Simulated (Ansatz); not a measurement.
Input:

ZnSe:
```
ZnSe
1.0
    4.89684     0.00000     0.00000
    0.00000     4.89684     0.00000
    0.00000     0.00000     4.15091
Zn Se
2 2
Direct
  0.50000   0.00000   0.07812
  0.00000   0.50000   0.92188
  0.00000   0.00000   0.00000
  0.50000   0.50000   0.00000
```

This is the LDA-relaxed structure.

### Question
All from the program Ansatz at the LDA level (PAW), unless another level is named. Predict the electronic character.

### Answer
metallic (no gap).

### Question
What about the density of states at the Fermi level?

### Answer
0.26 states/eV per atom (mean over ±0.08 eV).

### Question
Give the formation energy from the elements (no fitted shifts).

### Answer
-0.051 eV/atom.

Space group P4/nmm. A made-up cell: these elements were put on the sites of a structure type; the Crystallography Open Database copy checked does not list it. It is not the phase usual at ambient conditions (space group No. 216). The LDA relaxation kept the symmetry of its start. At this level the phase is dynamically unstable (imaginary phonons). A crystal of weakly bound layers computed without a dispersion correction: the cell and the soft elastic constants depend strongly on that. The references are the lowest solids computed at this level, not always the standard phases. Scalar-relativistic: spin–orbit coupling is off unless named, which matters more the heavier the elements.

Potentials: the later of the program's two PAW sets.
